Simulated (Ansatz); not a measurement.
A geometry of Mg3Sb2 away from equilibrium: step 2 of the relaxation of a relaxed Mg3Sb2 cell shaken by Gaussian noise of σ = 0.08 Å a coordinate. Calculation: r2SCAN (plane waves to 500 eV, PAW, scalar-relativistic; Ansatz, a program for electronic structure). Γ-centred k-mesh 4×4×8 on the run's cell (coarser than for final values), Fermi–Dirac smearing 0.05 eV.

```xyz
10
Lattice="7.9169 0.0168 0.0116 0.0168 7.9416 0.0053 0.0058 0.0027 4.0013" Properties=species:S:1:pos:R:3 pbc="T T T"
Mg    -0.0372    -0.0054    -0.0374
Mg     3.9458     3.9723    -0.0214
Mg     1.0934     5.0238     2.0421
Mg     4.9866     6.8974     2.0129
Mg     2.8285     1.1216     1.9418
Mg     6.8043     2.9591     2.0782
Sb     2.5539     6.5690     0.0310
Sb     6.5021     5.3049    -0.0029
Sb     1.3078     2.6999    -0.0899
Sb     5.3265     1.3966     0.1506
```

Q: Give the Cartesian forces on all atoms (eV/Å).

A: 
```csv
atom,Fx,Fy,Fz
Mg1,0.03,0.00,0.02
Mg2,-0.07,0.00,0.02
Mg3,-0.10,0.06,-0.09
Mg4,0.00,-0.03,0.01
Mg5,0.00,-0.05,0.01
Mg6,0.02,0.00,0.00
Sb7,0.09,0.30,-0.01
Sb8,0.05,0.28,-0.01
Sb9,0.14,-0.37,-0.12
Sb10,-0.15,-0.19,0.17
```

Q: What is the pressure?

A: -0.1 GPa, compression positive.

Q: How much energy per atom can still be gained by relaxing?

A: 0.23 eV/atom; the path ends in P2₁ (No. 4).

No spin polarisation in the result.

The end of the path is a generated cell of Mg3Sb2: the first start was made by placing the elements on the sites of a structure type, and the end was not matched to a known phase here, so it may be hypothetical. Known forms of Mg3Sb2 include space group No. 164.
